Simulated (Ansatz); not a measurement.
This Al2GaP3 structure is the end of a relaxation. The cell was found from a structure generator's guess, not taken from experiment.

All numbers below come from DFT PBE, scalar-relativistic, plane waves, PAW (Ansatz). Cutoff 420 eV, Γ-centred mesh, Gaussian smearing, no spin polarisation.

```
Al Ga P
1.0
     3.88588    0.00000    0.00000
    -1.94294    3.36527    0.00000
     0.00000    0.00000   19.16456
Al Ga P
4 2 6
Direct
  0.33333 0.66667 0.00002
  0.33333 0.66667 0.66649
  0.66667 0.33333 0.16649
  0.66667 0.33333 0.50002
  0.33333 0.66667 0.33367
  0.66667 0.33333 0.83367
  0.33333 0.66667 0.12487
  0.33333 0.66667 0.45862
  0.33333 0.66667 0.79133
  0.66667 0.33333 0.29133
  0.66667 0.33333 0.62487
  0.66667 0.33333 0.95862
```

The zero of energy is the elements' standard structures at the same level; no fitted shifts are applied. The references include black phosphorus.

**Question.** Find its symmetry and describe it.

**Answer.** P6_3mc (No. 186), with Al and Ga ordered on wurtzite sites. Conventional cell: a = 3.886 Å, c = 19.165 Å. Al on its first site has 4 P at 2.38–2.39 Å; Al on its second site is surrounded by 4 P at 2.38–2.39 Å; around Ga lie 4 P at 2.39 Å; around P on its first site lie 4 Al at 2.38–2.39 Å; 2 more sites not described.

**Question.** What is its formation energy per atom?

**Answer.** −0.559 eV/atom. It lies below the elements, which doesn't yet make it stable against other compounds or structures.

**Question.** Is it a metal?

**Answer.** No, the gap on the 12×12×2 mesh is 1.52 eV.

The last run used a 12×12×2 mesh (in the run's order of axes) for its 12-atom cell and Gaussian smearing of 0.02 eV. Kohn–Sham gaps at this level usually fall short of measured ones. The reference form of P is held partly by dispersion forces, which this level lacks. Symmetry constrained the relaxation, so the result can be a saddle point.
